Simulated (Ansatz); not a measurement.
BAs:
```cif
data_As4B4
_chemical_formula_sum 'B4 As4'
_space_group_name_H-M_alt 'P 1'
_space_group_IT_number 1
_cell_length_a 5.88905
_cell_length_b 5.88905
_cell_length_c 3.38958
_cell_angle_alpha 90.000
_cell_angle_beta 90.000
_cell_angle_gamma 90.000
loop_
_space_group_symop_operation_xyz
  'x, y, z'
loop_
_atom_site_label
_atom_site_type_symbol
_atom_site_fract_x
_atom_site_fract_y
_atom_site_fract_z
_atom_site_occupancy
B1 B 0.32273 0.67727 0.00000 1
B2 B 0.67727 0.32273 0.00000 1
B3 B 0.82273 0.82273 0.50000 1
B4 B 0.17727 0.17727 0.50000 1
As1 As 0.31862 0.31862 0.00000 1
As2 As 0.68138 0.68138 0.00000 1
As3 As 0.18138 0.81862 0.50000 1
As4 As 0.81862 0.18138 0.50000 1
```

Relaxed with PBE.

**Question.** Which orbitals make up the states near the band edges in DFT-PBE in the program Ansatz with PAW potentials?

**Answer.** Top 1 eV of the valence band: B 2p 52 %, As 4p 46 %. Bottom 1 eV of the conduction band: B 2p 35 %, As 4p 21 %, B 2s 20 %, As 4s 14 %, outside the projected shells 10 %. Projections are on Löwdin-orthogonalised atomic valence shells; empty p or d shells of many metals are not among them.

**Question.** Tabulate the density of states.

**Answer.** States/eV per cell of 8 atoms, in 0.25 eV bins, energy from the valence-band maximum.

```tsv
E (eV)	total	As 4p	B 2p	B 2s
-7.85	2.19	1.08	0.28	0.69
-7.60	1.83	0.89	0.29	0.51
-7.35	2.17	1.03	0.38	0.56
-7.10	2.53	1.19	0.49	0.60
-6.85	2.27	1.07	0.52	0.46
-6.60	1.87	0.88	0.48	0.33
-6.35	1.90	0.90	0.55	0.29
-6.10	2.32	1.11	0.73	0.30
-5.85	2.63	1.26	0.88	0.29
-5.60	2.96	1.43	1.06	0.29
-5.35	3.05	1.49	1.15	0.25
-5.10	2.98	1.46	1.16	0.21
-4.85	2.58	1.25	1.03	0.18
-4.60	2.58	1.26	1.04	0.17
-4.35	2.98	1.46	1.25	0.17
-4.10	4.96	2.45	2.09	0.25
-3.85	4.34	2.15	1.90	0.17
-3.60	4.14	2.05	1.81	0.17
-3.35	3.70	1.82	1.60	0.17
-3.10	4.12	2.02	1.84	0.16
-2.85	4.49	2.19	2.05	0.15
-2.60	4.29	2.07	1.99	0.13
-2.35	4.58	2.20	2.14	0.13
-2.10	4.38	2.10	2.06	0.12
-1.85	3.29	1.57	1.58	0.07
-1.60	2.41	1.14	1.17	0.05
-1.35	1.91	0.90	0.94	0.04
-1.10	1.35	0.63	0.67	0.02
-0.85	0.95	0.43	0.48	0.01
-0.60	0.64	0.29	0.34	0.01
-0.35	0.35	0.16	0.19	0.00
-0.10	0.07	0.03	0.04	0.00
0.15	0.00	0.00	0.00	0.00
0.40	0.00	0.00	0.00	0.00
0.65	0.00	0.00	0.00	0.00
0.90	0.04	0.01	0.02	0.00
1.15	0.25	0.06	0.10	0.02
1.40	1.01	0.20	0.35	0.20
1.65	3.35	0.70	1.18	0.68
1.90	3.13	0.65	1.13	0.61
2.15	2.82	0.59	1.05	0.50
2.40	3.60	0.85	1.37	0.54
2.65	3.93	1.01	1.55	0.48
2.90	4.28	1.10	1.72	0.49
3.15	4.55	1.19	1.87	0.46
3.40	3.93	1.11	1.47	0.48
3.65	4.89	1.56	1.75	0.59
3.90	4.91	1.62	1.78	0.52
4.15	4.13	1.38	1.49	0.42
4.40	3.42	1.09	1.25	0.33
4.65	3.64	1.10	1.30	0.40
4.90	4.79	1.35	1.67	0.58
5.15	4.12	1.22	1.38	0.52
5.40	3.61	1.10	1.20	0.38
5.65	3.25	0.98	1.08	0.34
```

Space group P4_2/mnm. The start of the workflow was typed in or built on a structure type; neither database checked (COD, Materials Project) lists it. It is not the phase usual at ambient conditions (space group No. 216). The PBE relaxation kept the symmetry of its start; whether a distortion lowers the energy is not shown. Scalar-relativistic: spin–orbit coupling is off unless named, which matters more the heavier the elements.

Potentials: the later of the program's two PAW sets.
